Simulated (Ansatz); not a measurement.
Problem. Each is relaxed and computed with DFT-PBE in the program Ansatz with PAW potentials. Which is the only one with a gap?
A) HfGeS4, I4_1/amd (Hf on 4a, Ge on 4b, S on 16h)
B) Hf2GeB2, P-6m2 (Hf on 2h, Ge on 1a, B on 1b, B on 1f)
C) HfGe, I4_1md (Hf on 4a, Ge on 4a)
D) HfGe2, P6/mmm (Hf on 1a, Ge on 2d)

Solution. A, HfGeS4, I4_1/amd (Hf on 4a, Ge on 4b, S on 16h). HfGeS4: gap 0.62 eV (indirect); HfGe: metal; HfGe2: metal; Hf2GeB2: metal. Constructed cells (a structure type filled with these elements, in neither database checked): HfGe, I4_1md (Hf on 4a, Ge on 4a); HfGe2, P6/mmm (Hf on 1a, Ge on 2d). Typed or built starts, not in the databases checked: HfGeS4, I4_1/amd (Hf on 4a, Ge on 4b, S on 16h); Hf2GeB2, P-6m2 (Hf on 2h, Ge on 1a, B on 1b, B on 1f). All cells were relaxed under the symmetry of their starts (and spin orders); stability against distortions was not tested throughout. Named crystals with no word on spin ran without spin polarisation. Spin–orbit coupling is left out wherever it is not named.

Potentials: the earlier of the program's two PAW sets.
